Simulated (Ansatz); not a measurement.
SiMo:
```yaml
crystal:
  lattice:
    - [-1.67949, 1.67949, 5.34417]
    - [1.67949, -1.67949, 5.34417]
    - [1.67949, 1.67949, -5.34417]
  atoms:
    - { symbol: Mo, position: [0.99470, 0.99470, 0.00000] }
    - { symbol: Mo, position: [0.74470, 0.24470, 0.50000] }
    - { symbol: Si, position: [0.42130, 0.42130, 0.00000] }
    - { symbol: Si, position: [0.17130, 0.67130, 0.50000] }
```

Relaxed with PBE. Special points in fractions of this cell's reciprocal vectors: Γ (0.000, 0.000, 0.000); X (0.000, 0.000, 0.500); P (0.250, 0.250, 0.250); N (0.000, 0.500, 0.000); M (0.500, 0.500, -0.500); S (0.275, 0.725, -0.275); S0 (-0.275, 0.275, 0.275); R (-0.049, 0.049, 0.500); G (0.500, 0.500, -0.049).

### Question
List the band energies nearest the Fermi level at these points for PBE in the plane-wave PAW code Ansatz.

### Answer
In eV from the Fermi level; about four levels below and three above (degenerate sets whole), none deeper than 8.9 eV; points with the same levels are listed once.

```
k                    below                above
-  -----------------------  -------------------
Γ  -1.33 -0.61 -0.61 -0.04  0.82 3.14 4.22 4.22
X  -1.49 -1.49 -0.46 -0.46  2.05 2.05 2.44 2.44
P  -1.62 -1.62 -0.38 -0.38  2.06 2.06 2.42 2.42
N  -1.88 -1.29 -0.78 -0.38       1.05 1.30 1.94
M  -2.29 -2.29 -2.09 -2.09  0.36 0.36 1.38 1.38
S  -1.76 -1.34 -0.91 -0.65       1.30 1.31 1.88
R  -1.46 -1.46 -0.58 -0.58  1.99 1.99 2.53 2.53
```

Space group I4_1md. A made-up cell: these elements were put on the sites of a structure type; neither database checked (COD, Materials Project) lists it. Its standing as an ambient phase is unchecked. The cell was relaxed with PBE under the symmetry of its start; its stability against distortions is not shown here. The run is not spin-polarised. Scalar-relativistic: spin–orbit coupling is off unless named, which matters more the heavier the elements.

Potentials: the later of the program's two PAW sets.
